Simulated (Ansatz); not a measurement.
An Ansatz (a first-principles code) input:

Ansatz 0.2 input:
```yaml
crystal:
  lattice:
    - [3.1760511483, 0.0, 0.0]
    - [0.0, 3.1760511483, 0.0]
    - [0.0, 0.0, 3.1760511483]
  atoms:
    - { symbol: Ag, position: [0.0, 0.0, 0.0] }
    - { symbol: W, position: [0.5, 0.5, 0.5] }
kpoints:
  mp_grid: { grid: [9, 9, 9] }
  band_path:
    path:
      - [[0.0, 0.0, 0.0], [0.0, 0.5, 0.0], [0.5, 0.5, 0.0], [0.0, 0.0, 0.0], [0.5, 0.5, 0.5], [0.0, 0.5, 0.0]]  # Γ-X-M-Γ-R-X
      - [[0.5, 0.5, 0.5], [0.5, 0.5, 0.0]]  # R-M
    npoints: 12
basis: { xc_grid: 2 }
hamiltonian:
  xc: pbesol
  pseudopotentials: { kind: paw }
magnetization: { noncollinear: true, spin_orbit: true }
scf:
  n_extra_bands: 13
  convergence: { dr2_threshold: 0.0000000001 }
  occupations: { method: gaussian, width: 0.05 }
output: { eigenvalues: true }
```

Question: How many symmetry operations and irreducible k-points will the run report?

Answer: 48 operations, 35 of 729 k-points.

Question: With a cutoff of 420 eV, how many plane waves at Γ?

Answer: 619.

It took roughly 20 core-seconds on shared server cores.

Space group Pm-3m (CsCl type). The start of the workflow was typed in or built on a structure type; neither database checked (COD, Materials Project) lists it. Its standing as an ambient phase is unchecked. The PBEsol relaxation kept the symmetry of its start. At this level the phase is mechanically unstable. The run is not spin-polarised. Its formation energy is positive at this level, so the cell may be metastable or incomplete.

Potentials: the later of the program's two PAW sets.

Ansatz is a plane-wave DFT program.
